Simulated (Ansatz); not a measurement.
The relaxed structure here is a generated cell of Pb: the first start was made by a random draw of sites in a space group, and the end was not matched to a known phase here, so it may be hypothetical. Known forms of Pb include space group No. 225.

One starting cell of Pb (a randomly generated symmetric cell of Pb (space group No. 65)) was relaxed twice with Ansatz (plane waves, PAW, scalar-relativistic): with r2SCAN at 500 eV and with PBE at 420 eV. The r2SCAN result:

```cif
data_Pb
_chemical_formula_sum 'Pb1'
_space_group_name_H-M_alt 'P6/mmm'
_space_group_IT_number 191
_space_group_name_Hall '-P 6 2'
_cell_length_a 3.38573
_cell_length_b 3.38573
_cell_length_c 3.23183
_cell_angle_alpha 90.000
_cell_angle_beta 90.000
_cell_angle_gamma 120.000
loop_
_atom_site_label
_atom_site_type_symbol
_atom_site_symmetry_multiplicity
_atom_site_Wyckoff_symbol
_atom_site_fract_x
_atom_site_fract_y
_atom_site_fract_z
_atom_site_occupancy
Pb1 Pb 1 b 0.00000 0.00000 0.50000 1
```

```csv
quantity,r2SCAN,PBE
space group,P6/mmm,P6/mmm
volume (Å³/atom),32.08,33.18
a (Å),3.386,3.421
c (Å),3.232,3.274
"gap (eV, no spin-orbit coupling)",0.00,0.00
```

Both levels end in the same structure; PBE's volume is 3.4 % larger. Neither column is exact.

No spin polarisation in the result.

The run could not lose the symmetry of its start: the end is stationary, and may be a saddle point rather than a minimum.

Ansatz is a program for electronic structure.
